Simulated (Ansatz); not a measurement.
A relaxation computed with Ansatz, from input to last step.

```yaml
crystal:
  lattice:
    - [4.011758566, 0.0, 0.0]
    - [0.0, 4.011758566, 0.0]
    - [0.0, 0.0, 3.8624375276]
  atoms:
    - { symbol: Ba, position: [0.0, 0.0, 0.0] }
    - { symbol: Li, position: [0.5, 0.5, 0.5] }
    - { symbol: F, position: [0.0, 0.5, 0.5] }
    - { symbol: F, position: [0.5, 0.5, 0.0] }
    - { symbol: F, position: [0.5, 0.0, 0.5] }
basis:
  ecutwfc: 500
kpoints:
  mp_grid: { grid: [6, 6, 6] }
hamiltonian:
  xc: r2scan
scf:
  occupations: { method: gaussian, width: 0.02 }
output:
  forces: true
  stress: true
  eigenvalues: true
relax:
  adjacent_minimum: "off"
  f_tol: 0.008
  max_steps: 40
  cell: { stress_tol: 0.015, fix: [c, angles] }
```

```bash
ansatz run input.yaml --threads 1 --pin off --max-ram 2560MiB --backend cpu --events-out ev --progress --plain --runs-dir out
```

The calculation used DFT r2SCAN, scalar-relativistic, plane waves, PAW (Ansatz 0.2.0).

Of 4 frames 3 are shown, positions in Å and forces in eV/Å; the SCF threshold varies from step to step. Steps run on the plane waves of an earlier cell, with a Pulay correction in the pressure. The basis is chosen afresh for the last frame, the zero of the energies, and at times for earlier ones too; energy and pressure step there, also at an unchanged geometry.

```xyz
5
Lattice="4.0118 0.0000 0.0000 0.0000 4.0118 0.0000 0.0000 0.0000 3.8624" Properties=species:S:1:pos:R:3:forces:R:3 pbc="T T T" step=1 free_energy_over_end_meV_per_atom=0.01 pressure_GPa=1.36
Ba    0.0000    0.0000    0.0000    0.0000    0.0000    0.0000
Li    2.0059    2.0059    1.9312    0.0000    0.0000    0.0000
F     0.0000    2.0059    1.9312    0.0000    0.0000    0.0000
F     2.0059    2.0059    0.0000    0.0000    0.0000    0.0000
F     2.0059    0.0000    1.9312    0.0000    0.0000    0.0000
5
Lattice="4.0146 0.0000 0.0000 0.0000 4.0146 0.0000 0.0000 0.0000 3.8624" Properties=species:S:1:pos:R:3:forces:R:3 pbc="T T T" step=2 free_energy_over_end_meV_per_atom=0.01 pressure_GPa=1.25
Ba    0.0000    0.0000    0.0000    0.0000    0.0000    0.0000
Li    2.0073    2.0073    1.9312    0.0000    0.0000    0.0000
F     0.0000    2.0073    1.9312    0.0000    0.0000    0.0000
F     2.0073    2.0073    0.0000    0.0000    0.0000    0.0000
F     2.0073    0.0000    1.9312    0.0000    0.0000    0.0000
5
Lattice="4.0154 0.0000 0.0000 0.0000 4.0154 0.0000 0.0000 0.0000 3.8624" Properties=species:S:1:pos:R:3:forces:R:3 pbc="T T T" step=4 free_energy_over_end_meV_per_atom=0.00 pressure_GPa=1.21
Ba    0.0000    0.0000    0.0000    0.0000    0.0000    0.0000
Li    2.0077    2.0077    1.9312    0.0000    0.0000    0.0000
F     0.0000    2.0077    1.9312    0.0000    0.0000    0.0000
F     2.0077    2.0077    0.0000    0.0000    0.0000    0.0000
F     2.0077    0.0000    1.9312    0.0000    0.0000    0.0000
```

Time: 30 s on 1 thread of Arm Neoverse V2, on a shared host, peak memory 0.49 GiB.